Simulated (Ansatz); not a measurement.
C:
```xyz
2
Lattice="0.0000 1.7858 1.7858 1.7858 0.0000 1.7858 1.7858 1.7858 0.0000" Properties=species:S:1:pos:R:3 pbc="T T T"
C      2.6787     2.6787     2.6787
C      1.7858     1.7858     1.7858
```

Relaxed with PBE. Special points in fractions of this cell's reciprocal vectors: Γ (0.000, 0.000, 0.000); X (0.500, 0.000, 0.500); U (0.625, 0.250, 0.625); K (0.375, 0.375, 0.750); L (0.500, 0.500, 0.500); W (0.500, 0.250, 0.750).

Problem. List the band energies nearest the valence-band maximum at these points for DFT-PBE in the program Ansatz with PAW potentials.

Solution. In eV from the valence-band maximum; about four levels below and three above (degenerate sets whole), none deeper than 8.9 eV; … stands for higher levels left out; points with the same levels are listed once.

```json
[
 {"k": "Γ", "below": "0.00 0.00 0.00", "above": "…"},
 {"k": "X", "below": "-6.28 -6.28", "above": "4.76 4.76 …"},
 {"k": "U", "below": "-5.35", "above": "5.67 10.71 …"},
 {"k": "L", "below": "-2.80 -2.80", "above": "8.45 8.45 …"},
 {"k": "W", "below": "-8.29 -8.29", "above": "10.60 10.60 …"}
]
```

Space group Fd-3m (diamond). The PBE relaxation kept the symmetry of its start.

Potentials: the later of the program's two PAW sets.
